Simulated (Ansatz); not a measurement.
GaP:
```
GaP
1.0
    6.65562     0.00000     0.00000
    0.00000     6.65562     0.00000
    0.00000     0.00000     3.85899
Ga P
4 4
Direct
  0.32426   0.67574   0.00000
  0.67574   0.32426   0.00000
  0.82426   0.82426   0.50000
  0.17574   0.17574   0.50000
  0.31683   0.31683   0.00000
  0.68317   0.68317   0.00000
  0.18317   0.81683   0.50000
  0.81683   0.18317   0.50000
```

Relaxed with r²SCAN. Special points in fractions of this cell's reciprocal vectors: Γ (0.000, 0.000, 0.000); X (0.000, 0.500, 0.000); M (0.500, 0.500, 0.000); Z (0.000, 0.000, 0.500); R (0.000, 0.500, 0.500); A (0.500, 0.500, 0.500).

Problem. List the band energies nearest the valence-band maximum at these points for plane-wave PAW r²SCAN (Ansatz code).

Solution. In eV from the valence-band maximum; about four levels below and three above (degenerate sets whole), none deeper than 8.9 eV; points with the same levels are listed once.

```json
[
 {"k": "Γ", "below": "-0.31 -0.15 0.00 0.00", "above": "1.65 2.42 2.42 2.42"},
 {"k": "X", "below": "-1.04 -1.04 -0.76 -0.76", "above": "2.39 2.39 2.91 2.91"},
 {"k": "M", "below": "-1.54 -1.54 -1.36 -1.36", "above": "2.69 2.69 2.80 2.80"},
 {"k": "Z", "below": "-2.30 -2.30 -2.23 -2.23", "above": "2.65 2.65 4.40 4.40"},
 {"k": "R", "below": "-2.09 -2.09 -1.26 -1.26", "above": "2.17 2.17 3.45 3.45"},
 {"k": "A", "below": "-1.78 -1.78 -1.66 -1.66", "above": "1.43 1.43 2.64 2.64"}
]
```

Space group P4_2/mnm. The start of the workflow was typed in or built on a structure type; neither database checked (COD, Materials Project) lists it. It is not the phase usual at ambient conditions (space group No. 216). Symmetry was held in the r²SCAN relaxation; its stability against distortions is not shown here. The volume moved by 17 % from the start of the relaxation. Scalar-relativistic: spin–orbit coupling is off unless named, which matters more the heavier the elements.

Potentials: the earlier of the program's two PAW sets. The files were generated under PBE; for other functionals the program regenerates the frozen cores, and for LDA and PBEsol the local potential too.
